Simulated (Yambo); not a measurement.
Yambo run on BN (space group Fmm2, No. 42). The wavefunctions are PBEsol (pw.x of Quantum ESPRESSO, ONCV potentials, scalar-relativistic) ones on a 6×6×6 mesh (4 occupied bands); a = 4.1121 Å, b = 2.5017 Å, c = 3.7127 Å, α = 80.29°, β = 36.85°, γ = 62.86°.

Yambo input:

```
rim_cut
HF_and_locXC
RandQpts= 1000000
RandGvec= 1 Ry
EXXRLvcs= 84 Ry
VXCRLvcs= 336 Ry
% QPkrange
 1 | 1 | 4 | 5 |
 4 | 4 | 4 | 5 |
 10 | 10 | 4 | 5 |
 13 | 13 | 4 | 5 |
 43 | 43 | 4 | 5 |
 45 | 45 | 4 | 5 |
 46 | 46 | 4 | 5 |
%
```

k points by index: 1 = Γ, 4 = (0, 0, -0.5), 10 = (0, 0.333, 0.333), 13 = (0, -0.5, -0.5), 43 = (-0.5, 0, -0.5), 45 = (-0.5, 0.333, -0.167), 46 = (-0.5, -0.5, 0).

The o-*.hf file then holds:

```
#    K-point    Band    Eo [eV]    Ehf [eV]    Vxc [eV]    Vnlxc [eV]
#
    1    4    -1.391200    -5.864598    -18.22071    -22.69411
    1    5    4.695692    8.830171    -8.204356    -4.069876
    4    4    -1.023857    -4.688421    -15.49727    -19.16183
    4    5    4.569397    9.609730    -10.97197    -5.931638
    10    4    -0.247736    -3.614438    -16.21657    -19.58327
    10    5    4.261648    9.441163    -10.86557    -5.686054
    13    4    -1.476604    -5.289021    -14.89188    -18.70430
    13    5    3.763784    8.419756    -10.50869    -5.852720
    43    4    -1.390159    -5.838005    -18.22339    -22.67124
    43    5    9.420519    15.49475    -12.56490    -6.490678
    45    4    0.000000    -3.271716    -16.52837    -19.80009
    45    5    4.861817    10.33903    -11.28017    -5.802958
    46    4    -0.523456    -3.999051    -16.22620    -19.70179
    46    5    5.744454    11.52013    -11.94753    -6.171859
```
Exchange alone, without screening.

Geometry of the Materials Project entry, not relaxed at this level.

This is not the ordinary phase of the substance; no match was found in the copy of COD used, and its stability was not checked.

The distance between layers or molecules is the database entry's, not relaxed here. Functionals without dispersion can leave it too large, which widens gaps and weakens the response across layers: the numbers belong to this cell.
